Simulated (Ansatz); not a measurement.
Ti$_{10}$Ga$_{3}$Sb$_{3}$:
```xyz
16
Lattice="7.8128 0.0000 0.0000 -3.9064 6.7661 0.0000 0.0000 0.0000 5.3119" Properties=species:S:1:pos:R:3 pbc="T T T"
Ti     3.9064     2.2554     3.9298
Ti     3.9064     2.2554     1.3821
Ti     0.0000     4.5107     3.9298
Ti     0.0000     4.5107     1.3821
Ti     2.9286     5.0724     2.6560
Ti    -0.9778     1.6937     2.6560
Ti     1.9557     0.0000     2.6560
Ti     0.9364     1.6220     0.0000
Ti    -2.9700     5.1442     0.0000
Ti     5.9400     0.0000     0.0000
Ga     1.5090     2.6136     2.6560
Ga    -2.3974     4.1525     2.6560
Ga     4.7949     0.0000     2.6560
Sb     2.3543     4.0778     0.0000
Sb    -1.5521     2.6883     0.0000
Sb     3.1042     0.0000     0.0000
```

Relaxed with r²SCAN. Special points in fractions of this cell's reciprocal vectors: Γ (0.000, 0.000, 0.000); M (0.500, 0.000, 0.000); K (0.333, 0.333, 0.000); A (0.000, 0.000, 0.500); L (0.500, 0.000, 0.500); H (0.333, 0.333, 0.500).

**Question.** List the band energies nearest the Fermi level at these points for r²SCAN (plane waves, PAW; program Ansatz).

**Answer.** In eV from the Fermi level; about four levels below and three above (degenerate sets whole), none deeper than 8.9 eV; points with the same levels are listed once.

```csv
k,below,above
Γ,-0.91 -0.67 -0.52 -0.52,0.20 0.20 0.36 0.36
M,-0.68 -0.61 -0.31 -0.13,0.10 0.39 0.51
K,-0.70 -0.61 -0.61 -0.40,0.01 0.01 0.46
A,-0.93 -0.72 -0.72 -0.65,0.17 0.27 0.30 0.30 0.31
L,-0.55 -0.42 -0.21 -0.17,0.02 0.50 0.53
H,-0.34 -0.34 -0.17 -0.07,0.37 0.37 0.41 0.41
```

Space group P-62m. The workflow started from a Materials Project entry (that database holds measured and hypothetical structures alike); the Crystallography Open Database copy checked does not list it. With Ga and Sb taken as one species the cell has the higher symmetry P6_3/mcm, so it may be an ordered model of a mixed-site phase. Its standing as an ambient phase is unchecked. Symmetry was held in the r²SCAN relaxation; whether a distortion lowers the energy is not shown. No spin polarisation was allowed. Spin–orbit coupling is left out wherever it is not named.

Potentials: the earlier of the program's two PAW sets.
